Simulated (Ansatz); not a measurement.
Data:

Al$_{2}$O$_{3}$:
```cif
data_Al2O3
_chemical_formula_sum 'Al2 O3'
_space_group_name_H-M_alt 'P 1'
_space_group_IT_number 1
_cell_length_a 5.97236
_cell_length_b 5.97236
_cell_length_c 5.97236
_cell_angle_alpha 28.975
_cell_angle_beta 28.975
_cell_angle_gamma 28.975
loop_
_space_group_symop_operation_xyz
  'x, y, z'
loop_
_atom_site_label
_atom_site_type_symbol
_atom_site_fract_x
_atom_site_fract_y
_atom_site_fract_z
_atom_site_occupancy
Al1 Al 0.19298 0.19298 0.19298 1
Al2 Al 0.69335 0.69335 0.69335 1
O1 O 0.02814 0.02814 0.02814 1
O2 O 0.58211 0.58211 0.58211 1
O3 O 0.80643 0.80643 0.80643 1
```

This is the LDA-relaxed structure.

**Question.** All from LDA in the plane-wave PAW code Ansatz, unless another level is named. Predict the hole effective mass.

**Answer.** 0.39, 1.6, 1.6 mₑ (principal values).

**Question.** Predict the band gap.

**Answer.** 4.36 eV (direct).

**Question.** And the formation energy from the elements (no fitted shifts)?

**Answer.** -3.13 eV/atom.

**Question.** And the weight of the valence-edge state by species (Voronoi cells)?

**Answer.** O 96 %, Al 4 %.

**Question.** Predict the valence-band maximum.

**Answer.** at Γ.

**Question.** Next, the weight of the conduction-edge state by species (Voronoi cells)?

**Answer.** O 60 %, Al 40 %.

Space group R3m. The first step of the workflow began from a Materials Project structure, measured or hypothetical; the Crystallography Open Database copy checked does not list it. It is not the phase usual at ambient conditions (space group No. 167). The cell was relaxed with LDA under the symmetry of its start; of distortions, only those at the zone centre were tested. The references are the lowest solids computed at this level, not always the standard phases (solids in place of the gases).

Potentials: the later of the program's two PAW sets.
